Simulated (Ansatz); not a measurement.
The elements of this relaxed trial crystal are hidden behind letters.

```
lattice vectors (Å)
   6.0681    0.0000    0.0000
  -3.0340    5.2551    0.0000
   0.0000    0.0000    6.0625
fractional positions
X 0.5000 0.0000 0.8386
X 0.0000 0.5000 0.8386
X 0.5000 0.5000 0.8386
Z 0.0000 0.0000 0.2336
Q 0.3333 0.6667 0.3081
Q 0.6667 0.3333 0.3081
```

These are results of DFT PBE, scalar-relativistic, plane waves, PAW in Ansatz 0.2.0, not measurements. The final run on the 6-atom cell used 420 eV, a Γ-centred 6×6×6 mesh, 0.10 eV smearing and no spin polarisation.

| Item | Value |
| --- | --- |
| Space group | P6mm (No. 183) |
| Conventional cell | a = 6.068 Å, c = 6.062 Å |
| Volume per atom | 32.22 Å³ |
| Density | 6.20 g/cm³ |
| Formation energy | +0.20 eV/atom |
| Gap on the 6×6×6 mesh of the 6-atom cell | 0 eV (a metal) |

Energies are uncorrected and count from the elements' standard states at the same level.

Q: X is a p-block element of period 5, Z is a p-block element of period 5 and Q is a p-block element of period 5. Which elements are they?

A: X = In, Z = Sb, Q = Te, so the formula is In3SbTe2. Density times volume gives a mean mass of 6.20 × 32.22/1.6605 = 120.3 u per atom, and this set has 120.2 u. Around In lie 4 In at 3.03 Å, 2 Te at 3.34 Å, 2 Te at 3.66 Å and 2 Sb at 3.86 Å; Sb is surrounded by 6 Te at 3.53 Å and 6 In at 3.86 Å; around Te lie 3 In at 3.34 Å, 3 Te at 3.50 Å, 3 Sb at 3.53 Å and 3 In at 3.66 Å. Other sets within the hints have nearly the same mass, so mass alone doesn't settle it; this one was computed.

Spin–orbit coupling, which can matter for Sb and Te, is left out. Symmetry constrained the relaxation, so the result can be a saddle point. Another cell of In3SbTe2 relaxed alike, in Immm (a Materials Project cell), lies 0.42 eV/atom lower, so this cell isn't the stable form at this level.
